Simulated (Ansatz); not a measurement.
Nb$_{3}$Sn in space group Fm-3m (No. 225; Sn on 4a, Nb on 4b, Nb on 8c) under volume change, PBEsol (plane waves, PAW; program Ansatz), scaled uniformly.

```csv
V (Å³/atom),E − E(relaxed) (meV/atom),P (GPa)
16.600,(withheld),(withheld)
17.148,40.0,12.34
17.695,(withheld),(withheld)
18.242,0.0,0.00
18.789,8.5,-4.87
19.337,32.4,-9.02
19.884,69.5,-12.57
```

**Question.** What belongs in the gaps?

**Answer.** 
- 16.600, E − E(relaxed) (meV/atom): 95.1
- 16.600, P (GPa): 20.12
- 17.695, E − E(relaxed) (meV/atom): 9.5
- 17.695, P (GPa): 5.69

**Question.** What does a third-order Birch–Murnaghan fit give for V₀, B₀ and B′?

**Answer.** V₀ = 18.24 Å³/atom, B₀ = 175 GPa, B′ = 4.2.

The cell is a constructed one: a structure type filled with these elements; neither database checked (COD, Materials Project) lists it. It is not the phase usual at ambient conditions (space group No. 223). The PBEsol relaxation kept the symmetry of its start. At this level the phase is mechanically unstable. The run is not spin-polarised. Spin–orbit coupling is left out wherever it is not named.

Potentials: the later of the program's two PAW sets.
